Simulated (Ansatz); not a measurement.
Relaxed-ion elastic tensor of Ca (simple cubic, Pm-3m) in GPa (Voigt order), plane-wave PAW r²SCAN (Ansatz code); density 1.56 g/cm³, 42.62 Å³ per atom.

```
52.6  -9.5  -9.5   0.0   0.0   0.0
-9.5  52.6  -9.5   0.0   0.0   0.0
-9.5  -9.5  52.6   0.0   0.0   0.0
 0.0   0.0   0.0  -9.2   0.0   0.0
 0.0   0.0   0.0   0.0  -9.2   0.0
 0.0   0.0   0.0   0.0   0.0  -9.2
```

**Question.** Is the crystal mechanically stable?

**Answer.** No: the smallest eigenvalue of C is -9.2 GPa.

This is a known high-pressure phase of the composition, computed here at zero pressure and temperature. Symmetry was held in the r²SCAN relaxation. At this level the phase is dynamically unstable (imaginary phonons). As this level gives no gap, shear constants depend on the k-mesh and smearing (Fermi–Dirac, 0.1 eV here).

Potentials: the later of the program's two PAW sets.
